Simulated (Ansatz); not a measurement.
Data:

GeMo₂N:
Space group P6₃/mmc (No. 194); a = b = 3.176 Å, c = 12.001 Å, α = β = 90.00°, γ = 120.00°

```tsv
atom	site	symmetry	x	y	z
Ge	2d	-6m2	0.6667	0.3333	0.2500
Mo	4f	3m.	0.3333	0.6667	0.0846
N	2a	-3m.	0.0000	0.0000	0.0000
```

This is the PBEsol-relaxed structure.

Question: All from the program Ansatz at the PBEsol level (PAW), unless another level is named. Predict the electronic character.

Answer: metallic (no gap).

Question: And the formation energy from the elements (no fitted shifts)?

Answer: -20 kJ/mol of atoms.

Question: Next, the density of states at the Fermi level?

Answer: 0.62 states/eV per atom (mean over ±0.08 eV).

Space group P6_3/mmc. The start of the workflow was typed in or built on a structure type; neither database checked (COD, Materials Project) lists it. Whether it is the stable phase at ambient conditions was not checked. Symmetry was held in the PBEsol relaxation. At this level the phase is mechanically unstable. The workflow began spin-polarised and lost its moments. The references are the lowest solids computed at this level, not always the standard phases (solids in place of the gases). Scalar-relativistic: spin–orbit coupling is off unless named, which matters more the heavier the elements.

Potentials: the earlier of the program's two PAW sets. The files were generated under PBE; for other functionals the program regenerates the frozen cores, and for LDA and PBEsol the local potential too.
